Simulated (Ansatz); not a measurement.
Bi₂Se₃:
```cif
data_Bi2Se3
_chemical_formula_sum 'Bi2 Se3'
_space_group_name_H-M_alt 'P 1'
_space_group_IT_number 1
_cell_length_a 9.77490
_cell_length_b 9.77490
_cell_length_c 9.77490
_cell_angle_alpha 24.477
_cell_angle_beta 24.477
_cell_angle_gamma 24.477
loop_
_space_group_symop_operation_xyz
  'x, y, z'
loop_
_atom_site_label
_atom_site_type_symbol
_atom_site_fract_x
_atom_site_fract_y
_atom_site_fract_z
_atom_site_occupancy
Bi1 Bi 0.40091 0.40091 0.40091 1
Bi2 Bi 0.59909 0.59909 0.59909 1
Se1 Se 0.00000 0.00000 0.00000 1
Se2 Se 0.21044 0.21044 0.21044 1
Se3 Se 0.78956 0.78956 0.78956 1
```

Relaxed with PBE+D3(BJ).

Task: Decompose the optical modes at the zone centre into irreducible representations, and say which are infrared and Raman allowed.

Result: Point group -3m: Γ_opt = 2A1g + 2A2u + 2Eg + 2Eu. Infrared: A2u, Eu. Raman: A1g, Eg.

Task: Assign frequencies (DFPT, plane-wave PAW PBE+D3(BJ) (Ansatz code); without the LO–TO term).

Result: Eg 43, A1g 74, Eu 84, Eu 133, Eg 139, A2u 144, A2u 164, A1g 179 cm⁻¹.

Space group R-3m. The PBE+D3(BJ) relaxation kept the symmetry of its start; of distortions, only those at the zone centre were tested. Spin–orbit coupling is left out wherever it is not named.

Potentials: the later of the program's two PAW sets.
